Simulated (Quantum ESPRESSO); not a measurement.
# Kohn-Sham bands of ZrPbO₃ (Amm2)

```yaml
crystal:
  lattice:
    - [4.17636, 0.00000, 0.00000]
    - [0.00000, 2.98069, 3.06698]
    - [0.00000, -2.98069, 3.06698]
  atoms:
    - { symbol: Zr, position: [0.50000, 0.50688, 0.50688] }
    - { symbol: Pb, position: [0.00000, 0.94502, 0.94502] }
    - { symbol: O, position: [0.50000, 0.03203, 0.56315] }
    - { symbol: O, position: [0.50000, 0.56315, 0.03203] }
    - { symbol: O, position: [0.00000, 0.55991, 0.55991] }
```

Cell from Materials Project (mp-20337), symmetrised, no further relaxation. COD (Crystallography Open Database) has the formula in 2 space groups, this one among them (matched by group alone). Computed values, not measurements, from PBEsol: Quantum ESPRESSO (norm-conserving PseudoDojo potentials, cutoff 68 Ry, no spin polarisation, no spin-orbit coupling) on a Γ-centred 8×8×8 mesh, then Wannier90. Density: 8×8×8 mesh, cold smearing 0.01 Ry. Spin-orbit coupling is left out although heavy elements are present.

**Question.** List the Kohn-Sham levels between −8 and 5.6 eV relative to the valence-band maximum at the high-symmetry points, as a band run of pw.x on that density gives them (levels within 2 meV counted together).

**Answer.** 
| point | k (reciprocal lattice) | levels (eV) |
|---|---|---|
| Γ | 0.000 0.000 0.000 | -6.09, -2.86, -2.74, -2.53, -1.45, -1.29, -1.18, -1.16, -1.15, -0.71, 3.40, 3.92, 4.09, 5.12 |
| Y | 0.000 0.500 0.500 | -7.00, -3.97, -3.60, -2.82, -2.79, -2.43, -2.03, -1.18, -0.97, -0.24, 4.33, 4.55, 4.77, 5.14 |
| C_0 | 0.000 0.514 0.486 | -6.99, -3.97, -3.60, -2.82, -2.79, -2.43, -2.03, -1.18, -0.96, -0.25, 4.32, 4.55, 4.77, 5.14 |
| Σ_0 | 0.000 0.486 -0.486 | -6.99, -3.97, -3.60, -2.82, -2.79, -2.43, -2.03, -1.18, -0.96, -0.25, 4.32, 4.55, 4.77, 5.14 |
| Z | 0.500 0.000 0.000 | -6.89, -4.11, -2.74, -2.65, -2.03, -1.68, -1.61, -1.29, -0.73, 0.00, 3.12, 4.24, 4.69, 4.88 |
| A_0 | 0.500 0.486 -0.486 | -6.78, -4.50, -4.08, -3.94, -3.70, -3.50, -3.11, -0.51, -0.36, -0.15 |
| E_0 | 0.500 0.514 0.486 | -6.78, -4.50, -4.08, -3.94, -3.70, -3.50, -3.11, -0.51, -0.36, -0.15 |
| T | 0.500 0.500 0.500 | -6.78, -4.50, -4.07, -3.94, -3.70, -3.51, -3.12, -0.51, -0.36, -0.15 |
| S | 0.000 0.500 0.000 | -6.79, -3.65, -2.98, -2.76, -1.88, -1.59, -1.58, -1.18, -0.82, -0.26, 2.61, 3.73, 5.01, 5.12 |
| R | 0.500 0.500 0.000 | -7.25, -4.05, -3.74, -2.87, -2.39, -2.38, -1.98, -1.18, -0.91, -0.43, 4.36, 4.63, 4.81, 5.28, 5.33 |
